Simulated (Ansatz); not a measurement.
The start is a relaxed Au cell, doubled along one cell vector, shaken by Gaussian noise of σ = 0.08 Å a coordinate. A full variable-cell relaxation at zero pressure is run with r2SCAN (plane waves to 500 eV, PAW, scalar-relativistic; Ansatz, a program for electronic structure). The first steps use a coarse 12×12×2 k-mesh.

The start:
```
Au
1.0
    2.76981     0.00000     0.00000
    0.00000     2.76981     0.00000
    0.00000     0.00000    19.77726
Au
8
Direct
  0.51749   0.48127   0.36852
  0.48656   0.48515   0.86149
  0.52685   0.51245   0.13879
  0.48021   0.49903   0.63700
  0.05534   0.03983   0.25016
  0.05366   0.99977   0.74355
  0.50237   0.51104   0.00159
  0.51834   0.44455   0.49990
```

Problem. By how much does the energy per atom fall from start to end?

Solution. 0.13 eV/atom.

Problem. How does the volume per atom move from start to end?

Solution. -7.5 %, from 18.97 to 17.55 Å³/atom.

Problem. Does it find its way back to the structure it was made from?

Solution. It does not go back: it reaches Fm-3m (No. 225), fcc (Cu type), 0.11 eV/atom below the parent.

Problem. How do the shortest distances between atoms change?

Solution. The closest pairs of elements (up to four, under 3.6 Å), start → end: Au–Au 2.60 → 2.92 Å.

Problem. Is the relaxed structure metallic? Give its gap.

Solution. No gap (metallic).

Final values are on a 22×22×22 k-mesh of the relaxed cell. No spin polarisation in the result.

Of the parent cell (P4/mmm (No. 123)): it is a generated cell of Au: the first start was made by a random draw of sites in a space group, and the end was not matched to a known phase here, so it may be hypothetical. Known forms of Au include space group No. 225.
